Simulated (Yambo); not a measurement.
BSE-type run in Yambo on Mg2RuH6 (space group Fm-3m, No. 225), at zero momentum.

Quantum ESPRESSO step (PBEsol, PseudoDojo standard norm-conserving files, scalar-relativistic):
```
&CONTROL
  calculation = 'nscf'
  pseudo_dir = './pseudo'
  outdir = './out'
/
&SYSTEM
  ibrav = 0
  nat = 9
  ntyp = 3
  ecutwfc = 84.0
  ecutrho = 336.0
  occupations = 'fixed'
  force_symmorphic = .true.
  nbnd = 51
/
&ELECTRONS
  conv_thr = 9.000000000000001e-09
  diago_full_acc = .true.
  diago_thr_init = 1e-08
/
ATOMIC_SPECIES
H 1.0080 H.upf
Mg 24.3050 Mg.upf
Ru 101.0700 Ru.upf
CELL_PARAMETERS angstrom
  0.000000000000   3.297555000000   3.297555000000
  3.297555000000   0.000000000000   3.297555000000
  3.297555000000   3.297555000000   0.000000000000
ATOMIC_POSITIONS crystal
H   0.746960000000   0.746960000000   0.253040000000
H   0.253040000000   0.253040000000   0.746960000000
H   0.253040000000   0.746960000000   0.746960000000
H   0.746960000000   0.253040000000   0.253040000000
H   0.746960000000   0.253040000000   0.746960000000
H   0.253040000000   0.746960000000   0.253040000000
Mg   0.750000000000   0.750000000000   0.750000000000
Mg   0.250000000000   0.250000000000   0.250000000000
Ru   0.000000000000   0.000000000000   0.000000000000
K_POINTS automatic
8 8 8 0 0 0
```

Yambo input:
```
rim_cut
optics
bse
bss
dipoles
em1s
RandQpts= 1000000
RandGvec= 1 Ry
FFTGvecs= 40 Ry
Chimod= "HARTREE"
BSKmod= "SEX"
BSEmod= "resonant"
BSSmod= "hs"
BSENGexx= 15 Ry
BSENGBlk= 3 Ry
% KfnQP_E
 1.227 | 1.0 | 1.0 |
%
% BSEQptR
 1 | 1 |
%
% BSEBands
 16 | 25 |
%
% BEnRange
 0.0 | 9.2 | eV
%
% BDmRange
 0.15 | 0.15 | eV
%
BEnSteps= 184
% BLongDir
 1.0 | 0.0 | 0.0 |
%
BSHayTrs= -0.02
BSSNEig= 24
WRbsWF
% BndsRnXs
 13 | 47 |
%
NGsBlkXs= 3 Ry
% LongDrXs
 1.0 | 1.0 | 1.0 |
%
```

From the report:

The dimension is k points × valence × conduction bands = 512 × 6 × 4 = 12288.
```
   [SLEPC] Approach                          : Krylov-Schur
   [SLEPC] Number of requested eigenvalues   :  24
   [SLEPC] Number of eigenvalues        [NEV]:  24
    [K] Dimension                                    :  12288
    [K] Bands                                        :  16  25
    [K] Exchange res                                 : yes
    [K] Correlation res                              : yes
    [K] W interaction is bare                        : no
    [K] RL vectors exchange                          :   537
    [K] RL vectors correlation                       :   59
    [W] Matrix size                                  :   59
    [W] Bands                                        :   13   47
    [W] Coulomb Cutoff                               : none
    [W] Hxc Kernel                                   : HARTREE
```
Lowest eigenvalues (eV; in brackets the number of states within 2 meV): 3.75 (3), 3.93 (3), 4.05 (6), 4.05 (3), 4.06 (3), 4.13 (3). They depend on the mesh, which isn't converged, and on the G0W0 scissor.

Spin-orbit coupling is not included.

Geometry of the Materials Project entry, not relaxed at this level.

The structure is a Materials Project entry; no match was found in the copy of COD used, and its stability was not checked.
